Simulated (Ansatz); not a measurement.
SrTe (rock salt, Fm-3m), DFT-PBE in the program Ansatz with PAW potentials. The conduction-band minimum lies at X, with 3 equivalent valleys. Second derivatives d²E/dk² of the lowest band at one valley (eV·Å²), along Cartesian directions:

```json
[
 {"direction": "[100]", "d²E/dk²": "5.846"},
 {"direction": "[010]", "d²E/dk²": "29.03"},
 {"direction": "[001]", "d²E/dk²": "29.03"},
 {"direction": "[110]", "d²E/dk²": "17.44"},
 {"direction": "[101]", "d²E/dk²": "17.44"},
 {"direction": "[011]", "d²E/dk²": "29.00"}
]
```

Q: Find the principal effective masses, the density-of-states mass and the conductivity mass.

A: Off-diagonal terms follow from H_xy = H[110] − (H_xx + H_yy)/2, and m*/mₑ = 7.620 eV·Å² over each eigenvalue: 0.26, 0.26, 1.3. One valley's DOS mass (m₁m₂m₃)^(1/3) = 0.45, conductivity mass 3/(Σ 1/mᵢ) = 0.36 mₑ.

Q: What effective density of states Nc follows at 300 K for parabolic valleys?

A: Nc = 2.509e19 × 3 × (0.45)^(3/2) ≈ 2.3e19 cm⁻³.

The cell was relaxed with PBE under the symmetry of its start. Scalar-relativistic: spin–orbit coupling is off unless named, which matters more the heavier the elements.

Potentials: the later of the program's two PAW sets.

Edges and masses are those of Kohn–Sham bands, whose gap is no quasiparticle gap.
